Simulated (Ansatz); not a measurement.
Li, DFT, LDA, all-electron LAPW, scalar-relativistic (Ansatz 0.2.0), run on 1 thread of Arm Neoverse V2 on a shared host.

The cell is COD entry 9008473, as deposited and not checked against the literature; nothing was relaxed. The listed cell was then made from it by scaling, straining or moving an atom.

Command: `ansatz run input.yaml --threads 1 --pin off --max-ram 3072MiB --backend cpu --events-out ev --progress --plain --runs-dir out`

```yaml
crystal:
  lattice:
    - [0.0, 2.202, 2.24604]
    - [2.202, 0.0, 2.24604]
    - [2.202, 2.202, 0.0]
  atoms:
    - { symbol: Li, position: [0.0, 0.0, 0.0] }
kpoints:
  mp_grid: { grid: [16, 16, 16] }
  band_path:
    path:
      - [0.0, 0.0, 0.0]
      - [0.0, 0.5, 0.5]
      - [0.25, 0.75, 0.5]
      - [0.0, 0.5, 0.0]
      - [0.0, 0.0, 0.0]
      - [0.5, 0.5, 0.0]
      - [0.3701460977, 0.6298539023, 0.0]
      - [-0.3701460977, 0.3701460977, 0.0]
      - [0.0, 0.0, 0.0]
    npoints: 5
scf:
  occupations: { method: fermi_dirac, width: 0.05 }
hamiltonian:
  xc: lda
  pseudopotentials: { kind: all_electron, lapw: { basis_error: 0.0005 } }
output:
  forces: true
  stress: true
  eigenvalues: true
```

Question: How large is the problem that the program sets up?

Answer: 349 irreducible k-points, 27 plane waves at Γ, 6 bands.

Question: Estimate the wall time and the peak memory.

Answer: 3.2 s of wall time for 4 SCF iterations, with a peak of 0.21 GiB. Times on shared machines scatter by tens of per cent.
